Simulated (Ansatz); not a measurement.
Mg in space group P6/mmm (No. 191; Mg on 1a, Mg on 2d) at seven volumes, plane-wave PAW r²SCAN (Ansatz code), shape and atoms relaxed at each. One row is withheld.

| V (Å³/atom) | P (GPa) |
|---|---|
| 20.803 | 4.28 |
| 21.489 | 2.64 |
| 22.174 | 1.23 |
| 22.860 | 0.00 |
| 23.546 | ? |
| 24.232 | -1.97 |
| 24.918 | -2.76 |

Q: Fit the shown pressures and predict the withheld one.

A: Third-order Birch–Murnaghan: P = (3/2)B₀(x^(7/2) − x^(5/2))[1 + (3/4)(B′ − 4)(x − 1)] with x = (V₀/V)^(2/3). Least squares on the six rows gives V₀ = 22.862 Å³/atom, B₀ = 37.84 GPa, B′ = 3.84. At V = 23.546, x = 0.9805 and P = -1.05 GPa. The run itself gave -1.06 GPa.

A made-up cell: these elements were put on the sites of a structure type; the Crystallography Open Database copy checked does not list it. It is not the phase usual at ambient conditions (space group No. 194). Symmetry was held in the r²SCAN relaxation; its stability against distortions is not shown here.

Potentials: the earlier of the program's two PAW sets.
